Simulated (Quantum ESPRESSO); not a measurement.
pw.x input (Quantum ESPRESSO 7.5; PBEsol, PseudoDojo standard norm-conserving files, fully relativistic):

```
&CONTROL
  calculation = 'scf'
  pseudo_dir = './pseudo'
  outdir = './out'
  tprnfor = .true.
  tstress = .true.
/
&SYSTEM
  ibrav = 0
  nat = 2
  ntyp = 2
  ecutwfc = 84.0
  ecutrho = 336.0
  occupations = 'smearing'
  smearing = 'fd'
  degauss = 0.002
  nbnd = 43
  noncolin = .true.
  lspinorb = .true.
/
&ELECTRONS
  conv_thr = 2e-10
/
ATOMIC_SPECIES
Zn 65.3800 Zn.upf
Te 127.6000 Te.upf
CELL_PARAMETERS angstrom
  0.000000000000   3.032137401000   3.032137401000
  3.032137401000   0.000000000000   3.032137401000
  3.032137401000   3.032137401000   0.000000000000
ATOMIC_POSITIONS crystal
Zn   0.500000000000   0.500000000000   0.500000000000
Te   0.750000000000   0.750000000000   0.750000000000
K_POINTS automatic
8 8 8 0 0 0
```

End of the output:

```

[...]
     the Fermi energy is     9.1368 ev
!    total energy              =    -626.94426635 Ry
     estimated scf accuracy    <          3.6E-11 Ry
     smearing contrib. (-TS)   =      -0.00000000 Ry
     internal energy E=F+TS    =    -626.94426635 Ry
     The total energy is F=E-TS. E is the sum of the following terms:
     one-electron contribution =    -467.72954104 Ry
     hartree contribution      =     241.08968137 Ry
     xc contribution           =     -93.06493904 Ry
     ewald contribution        =    -307.23946764 Ry
     convergence has been achieved in   8 iterations
     Forces acting on atoms (cartesian axes, Ry/au):
     atom    1 type  1   force =     0.00000000    0.00000000   -0.00000000
     atom    2 type  2   force =    -0.00000000   -0.00000000   -0.00000000
     Total force =     0.000000     Total SCF correction =     0.000000
     Computing stress (Cartesian axis) and pressure
          total   stress  (Ry/bohr**3)                   (kbar)     P=        0.95
   0.00000643  -0.00000000   0.00000000            0.95       -0.00        0.00
  -0.00000000   0.00000643   0.00000000           -0.00        0.95        0.00
   0.00000000   0.00000000   0.00000643            0.00        0.00        0.95
```
In a gapped system the printed Fermi energy is only some level inside the gap.

Geometry relaxed with PBEsol.
